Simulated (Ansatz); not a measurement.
BeAlNO:
```
BeAlNO
1.0
    2.97984     0.00000     0.00000
   -1.48992     2.58062     0.00000
    0.00000     0.00000     4.65034
Al Be O N
1 1 1 1
Direct
  0.33333   0.66667   0.51131
  0.66667   0.33333   0.99060
  0.33333   0.66667   0.11470
  0.66667   0.33333   0.63337
```

Relaxed with r²SCAN. Special points in fractions of this cell's reciprocal vectors: Γ (0.000, 0.000, 0.000); M (0.500, 0.000, 0.000); K (0.333, 0.333, 0.000); A (0.000, 0.000, 0.500); L (0.500, 0.000, 0.500); H (0.333, 0.333, 0.500).

**Question.** List the band energies nearest the valence-band maximum at these points for plane-wave PAW r²SCAN (Ansatz code).

**Answer.** In eV from the valence-band maximum; about four levels below and three above (degenerate sets whole), none deeper than 8.9 eV; points with the same levels are listed once.

```tsv
k	below	above
Γ	-2.19 -2.19 -0.59 0.00 0.00	5.21 9.19 12.69 12.69
M	-4.16 -3.28 -1.96 -0.68	7.31 8.36 10.26
K	-3.90 -3.39 -2.73 -2.05	6.92 10.47 11.35
A	-2.13 -2.13 -0.08 -0.08	6.74 8.66 12.41 12.41
L	-3.08 -2.44 -1.33 -1.05	6.42 7.78 11.06
H	-4.89 -3.78 -1.60 -0.97	8.47 9.53 10.17
```

Space group P3m1. The start of the workflow was typed in or built on a structure type; neither database checked (COD, Materials Project) lists it. Whether it is the stable phase at ambient conditions was not checked. Symmetry was held in the r²SCAN relaxation; its stability against distortions is not shown here.

Potentials: the earlier of the program's two PAW sets. The files were generated under PBE; for other functionals the program regenerates the frozen cores, and for LDA and PBEsol the local potential too.
